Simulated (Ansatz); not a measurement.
Ansatz (a first-principles code) input:

Ansatz 0.2 input:
```yaml
crystal:
  lattice:
    - [-4.0116192025, 4.0116192025, 2.327701419]
    - [4.0116192025, -4.0116192025, 2.327701419]
    - [4.0116192025, 4.0116192025, -2.327701419]
  atoms:
    - { symbol: Sn, position: [0.1787053703, 0.1787053703, 0.3574107406] }
    - { symbol: Sn, position: [0.1787053703, 0.8212946297, 0.0] }
    - { symbol: Sn, position: [0.8212946297, 0.1787053703, 0.0] }
    - { symbol: Sn, position: [0.8212946297, 0.8212946297, 0.6425892594] }
kpoints:
  mp_grid: { grid: [10, 10, 10] }
hamiltonian:
  xc: r2scan
  pseudopotentials: { kind: paw }
scf:
  occupations: { method: gaussian, width: 0.1 }
checkpoint: { read: metal.run }
output: { bader: true, populations: true }
```

Output (shortened):

```
Pseudopotential: Sn, paw, valence charge 14
Functional definition: r2SCAN
Crystal: 4 atoms, lattice volume = 149.840 Å³
Basis set: ecut = 500 eV, 3861 PW (Γ), exchange–correlation on 180×180×180 points (64 copies of the dense FFT grid, shifted against one another)
Bands: 34, of which v1, the nominal top of the filled ones, is band 28 counted from 1 (27 counted from 0)
Symmetry: 16 space group operations
Space group: I4/mmm (ITA 139), of the structure as read, at distance tolerance 5.3e-5 Å
k-points: 102 of 1000
Stability of the state it starts from, as read at its close in the unpolarized treatment …
iter 1 solved again at ethr=6.51e-8 eV; its pass at ethr=3.10e-3 eV (dr2=3.65e-5 eV) is discarded
SCF iter   1: F=—  HF=-24154.230943 eV  |F-HF|=—  |Δ(HF+E_count)|=         —  Δρ=2.51e-7  dr2=1.31e-10  dr2_τ=2.37e-12  ethr=6.51e-8  ⟨swp⟩=3.7  Hψ=26062  notcnv=0
preconditioner: auto → Kerker (q_TF=auto, 2.316 Å⁻¹)
SCF iter   2: F=-24154.230943 eV  HF=-24154.230943 eV  |F-HF|=6.18e-11  |Δ(HF+E_count)|=   1.68e-8  Δρ=1.41e-7  dr2=4.79e-11  dr2_τ=2.30e-12  ethr=1.00e-12  ⟨swp⟩=7.8  Hψ=14618  notcnv=0
SCF 1 converged in 2 iterations: F = -24154.230943 eV  dr2 = 4.79e-11
SCF converged after 2 iterations
Free energy (F): -24154.230943 eV
Harris-Foulkes:  -24154.230943 eV  (|F-HF|=6.18e-11)
Internal energy: -24154.230398 eV  (E = F + TS)
E sigma→0 (E₀):  -24154.230671 eV
Entropy (-TS):   -0.000545 eV (-0.136 meV/atom)
Fermi energy:    6.700581 eV
--- Per-component energies (eV) ---
  E_band       = -589.717431
  E_kinetic    = 746.252757
  E_local      = -5041.889457  (includes V_loc(G=0)·N_el)
  E_nonlocal   = -129.912869
  E_hartree    = 2844.962879
  E_xc         = -1495.405682
  E_vxc        = -414.298482  (∫ρ·V_xc dr)
  E_paw        = -16643.781107  (= ΣΔE_a)
  E_vpaw       = -1466.453477  (= ΣTr[D̂ρ^β])
  E_aug_tail   = -0.000001  (compensation charges beyond the density's cutoff)
  E_vtau       = 26.658085  (kinetic-family band-sum trace: ∫τ·v_τ [+ j·A + Jᵃ·Aᵃ] dr)
  E_ewald      = -4437.398199
  E_core_change = 2.941279  (= ΣΔE_core)
  E_smearing   = -0.000545  (= −TS)
  E_closure    = 0.000000  (closes the sum)
  Σ components = -24154.230943   (vs F -24154.230943, Δ=0.00e0)
  [band-id]    e_kinetic+e_local+e_nonlocal+2·e_hartree+e_vxc+e_vpaw+e_augmentation_tail+e_vtau = -589.717686   (vs E_band -589.717431, Δ=-2.55e-4)
--- Band table (eV; the first three rows and the last of 102) ---
  k-point 0: bands = ["-15.7295", "-15.7295", "-15.7184", "-15.7107", "-15.6758", "-15.6758", "-15.6259", "-15.5241", "-15.5162", "-15.5037", "-15.5037", "-15.4964", "-15.3946", "-15.3946", "-15.3756", "-15.3514", "-15.3514", "-15.3046", "-15.2436", …
  k-point 1: bands = ["-15.7301", "-15.7300", "-15.7225", "-15.7104", "-15.6724", "-15.6719", "-15.6231", "-15.5493", "-15.5217", "-15.5021", "-15.5004", "-15.4729", "-15.4018", "-15.3928", "-15.3657", "-15.3544", "-15.3503", "-15.3053", "-15.2462", …
  k-point 2: bands = ["-15.7317", "-15.7315", "-15.7308", "-15.7085", "-15.6642", "-15.6641", "-15.6152", "-15.5837", "-15.5226", "-15.5111", "-15.4977", "-15.4371", "-15.4113", "-15.3883", "-15.3620", "-15.3482", "-15.3472", "-15.3082", "-15.2533", …
  k-point 101: bands = ["-15.7843", "-15.7717", "-15.6972", "-15.6700", "-15.6700", "-15.6683", "-15.5722", "-15.5722", "-15.5018", "-15.4970", "-15.4970", "-15.4962", "-15.4628", "-15.3385", "-15.3369", "-15.3369", "-15.3132", "-15.2927", "-15.2927", …
--- Löwdin populations: 4 sites ---
  site symbol       q [e]
     0     Sn     13.9708
     1     Sn     13.9708
     2     Sn     13.9708
     3     Sn     13.9708
  spilling = 0.002084 (of n_electrons = 56.000000)
--- Bader charges: 4 sites ---
  site symbol  charge [e]  shift [e]
     0     Sn      0.0000     0.0000
     1     Sn      0.0000     0.0000
     2     Sn      0.0000     0.0000
     3     Sn      0.0000     0.0000
  shift: an alarm, by how much a part of what the PAW files miss would move the charge. Where it is large, compare
  with a run on PAW files of another source; a small one proves nothing
  estimated error of the sums over rays = 3.2e-5 e
```

Cost: about 110 core-seconds (a rough figure) on shared cores.

This is a known high-pressure phase of the composition, computed here at zero pressure and temperature. Symmetry was held in the r²SCAN relaxation; its stability against distortions is not shown here. The volume moved by 40 % from the start of the relaxation. Scalar-relativistic: spin–orbit coupling is off unless named, which matters more the heavier the elements.

Potentials: the later of the program's two PAW sets.

Ansatz is a plane-wave DFT program.
